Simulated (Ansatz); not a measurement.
InSe:
```cif
data_In2Se2
_chemical_formula_sum 'In2 Se2'
_space_group_name_H-M_alt 'P 1'
_space_group_IT_number 1
_cell_length_a 6.19853
_cell_length_b 6.19853
_cell_length_c 4.83558
_cell_angle_alpha 71.047
_cell_angle_beta 108.953
_cell_angle_gamma 141.340
loop_
_space_group_symop_operation_xyz
  'x, y, z'
loop_
_atom_site_label
_atom_site_type_symbol
_atom_site_fract_x
_atom_site_fract_y
_atom_site_fract_z
_atom_site_occupancy
In1 In 0.11251 0.88749 0.95892 1
In2 In 0.88749 0.11251 0.04108 1
Se1 Se 0.34093 0.65907 0.34373 1
Se2 Se 0.65907 0.34093 0.65627 1
```

Relaxed with r²SCAN+D4.

Q: Tabulate the valence density and the electron localisation function along the shortest In–In contact (2.79 Å), r²SCAN+D4 in the plane-wave PAW code Ansatz.

A: 

```
distance from In (Å)  density (e/Å³)   ELF
--------------------  --------------  ----
0.28                            9.52  0.00
0.42                            6.52  0.02
0.56                            3.92  0.09
0.70                            2.09  0.19
0.84                            1.06  0.25
0.98                            0.61  0.27
1.12                            0.43  0.33
1.26                            0.36  0.50
1.40                            0.34  0.60
1.54                            0.36  0.50
1.68                            0.43  0.33
1.82                            0.61  0.27
1.96                            1.06  0.25
2.10                            2.09  0.19
2.24                            3.92  0.09
2.37                            6.52  0.02
2.51                            9.52  0.00
```

The density is the valence pseudo-density with augmentation charge, so density and ELF within about 1 Å of a nucleus are not all-electron values.

Space group C2/m. The first step of the workflow began from a Materials Project structure, measured or hypothetical; the Crystallography Open Database copy checked does not list it. It is not the phase usual at ambient conditions (space group No. 194). Symmetry was held in the r²SCAN+D4 relaxation; its stability against distortions is not shown here.

Potentials: the later of the program's two PAW sets.
